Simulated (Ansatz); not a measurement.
BN:
```yaml
crystal:
  lattice:
    - [0.00000, 1.75171, 1.75171]
    - [1.75171, 0.00000, 1.75171]
    - [1.75171, 1.75171, 0.00000]
  atoms:
    - { symbol: N, position: [0.00000, 0.00000, 0.00000] }
    - { symbol: B, position: [0.50000, 0.50000, 0.50000] }
```

Relaxed with PBE. Special points in fractions of this cell's reciprocal vectors: Γ (0.000, 0.000, 0.000); X (0.500, 0.000, 0.500); U (0.625, 0.250, 0.625); K (0.375, 0.375, 0.750); L (0.500, 0.500, 0.500); W (0.500, 0.250, 0.750).

Task: List the band energies nearest the valence-band maximum at these points for PBE in the plane-wave PAW code Ansatz.

Result: In eV from the valence-band maximum; about four levels below and three above (degenerate sets whole), none deeper than 8.9 eV; … stands for higher levels left out; points with the same levels are listed once.

| k | below | above |
|---|---|---|
| Γ | -0.93 -0.93 -0.93 | 8.94 … |
| X | -5.64 -5.64 | 1.13 … |
| U | -4.39 | 3.18 … |
| L | -0.68 -0.68 | … |
| W | -6.98 | 7.01 … |

Space group Fm-3m (rock salt). A made-up cell: these elements were put on the sites of a structure type; neither database checked (COD, Materials Project) lists it. It is not the phase usual at ambient conditions (space group No. 186, 194, 216). The cell was relaxed with PBE under the symmetry of its start. At this level the phase is dynamically unstable (imaginary phonons).

Potentials: the later of the program's two PAW sets.
